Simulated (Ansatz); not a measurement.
Te2Pd3:
```
CELL_PARAMETERS angstrom
      1.94666    -6.41099     0.00000
      1.94666     6.41099     0.00000
      0.00000     0.00000     7.95608
ATOMIC_POSITIONS crystal
  Te 0.00000 0.00000 0.50000
  Te 0.00000 0.00000 0.00000
  Te 0.74190 0.25810 0.25000
  Te 0.25810 0.74190 0.75000
  Pd 0.53443 0.46557 0.25000
  Pd 0.46557 0.53443 0.75000
  Pd 0.66220 0.33780 0.56837
  Pd 0.33780 0.66220 0.43163
  Pd 0.33780 0.66220 0.06837
  Pd 0.66220 0.33780 0.93163
```

Relaxed with r²SCAN. Special points in fractions of this cell's reciprocal vectors: Γ (0.000, 0.000, 0.000); Y (-0.500, 0.500, 0.000); C0 (-0.273, 0.727, 0.000); Σ0 (0.273, 0.273, 0.000); Z (0.000, 0.000, 0.500); A0 (0.273, 0.273, 0.500); E0 (-0.273, 0.727, 0.500); T (-0.500, 0.500, 0.500); S (0.000, 0.500, 0.000); R (0.000, 0.500, 0.500).

Problem. List the band energies nearest the Fermi level at these points for r²SCAN in the plane-wave PAW code Ansatz.

Solution. In eV from the Fermi level; about four levels below and three above (degenerate sets whole), none deeper than 8.9 eV; points with the same levels are listed once.

```
k                     below                above
--  -----------------------  -------------------
Γ   -1.34 -0.79 -0.48 -0.33       0.14 1.05 1.65
Y   -1.29 -0.94 -0.43 -0.07       0.94 1.32 1.36
C0  -1.84 -1.55 -1.31 -1.08       0.25 0.43 0.51
Z   -1.30 -1.30 -0.65 -0.65  0.48 0.48 0.62 0.62
A0  -0.28 -0.28 -0.21 -0.21  1.04 1.04 2.76 2.76
T   -0.60 -0.60 -0.32 -0.32  0.72 0.72 1.81 1.81
S   -1.10 -0.93 -0.62 -0.17       1.17 1.25 1.44
R   -0.40 -0.40 -0.15 -0.15  0.87 0.87 2.74 2.74
```

Space group Cmcm. The first step of the workflow began from a Materials Project structure, measured or hypothetical; the Crystallography Open Database copy checked does not list it. Whether it is the stable phase at ambient conditions was not checked. The cell was relaxed with r²SCAN under the symmetry of its start; its stability against distortions is not shown here. No spin polarisation was allowed. Scalar-relativistic: spin–orbit coupling is off unless named, which matters more the heavier the elements.

Potentials: the earlier of the program's two PAW sets.
